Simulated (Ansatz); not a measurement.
A distorted cell of Bi (A7 type, space group R-3m):

```yaml
crystal:
  lattice:
    - [2.26080, 1.30527, 4.00940]
    - [-2.26080, 1.30527, 4.00940]
    - [0.00000, -2.61055, 4.00940]
  atoms:
    - { symbol: Bi, position: [0.30808, 0.14906, 0.30808] }
    - { symbol: Bi, position: [0.76626, 0.76626, 0.76626] }
```

All values below come from r2SCAN+rVV10 (plane waves to 500 eV, PAW, scalar-relativistic; Ansatz, a program for electronic structure). k mesh 10×10×10 (Γ-centred), Fermi-Dirac smearing 0.05 eV. E stands for the smeared free energy. Compression counts positive. With partly filled bands, energies and forces of such displacements shift with the k mesh and the smearing. Bi was relaxed with its symmetry unable to fall. Spin-orbit coupling is left out, though Bi is heavy. The PAW data are Ansatz's earlier set.

Question: Predict the force on every atom, in eV/Å.

Answer: 
| atom | Fx | Fy | Fz |
|---|---|---|---|
| Bi1 | -0.400 | 0.231 | -0.021 |
| Bi2 | 0.400 | -0.231 | 0.021 |

Question: What is the stress tensor (GPa)?

Answer: 
```
    1.7     -1.1     -0.5
   -1.1      0.4      0.3
   -0.5      0.3     -2.4
```
The pressure, a third of the trace, is -0.1 GPa.

Question: In it atom 1 sits (0.359, -0.208, 0.257) Å away from its relaxed site. What is its energy relative to the relaxed cell?

Answer: 103 meV/cell.

(A displaced cell: forces are minus the slopes of the energy, force constants its curvatures, and phonons follow from these.)
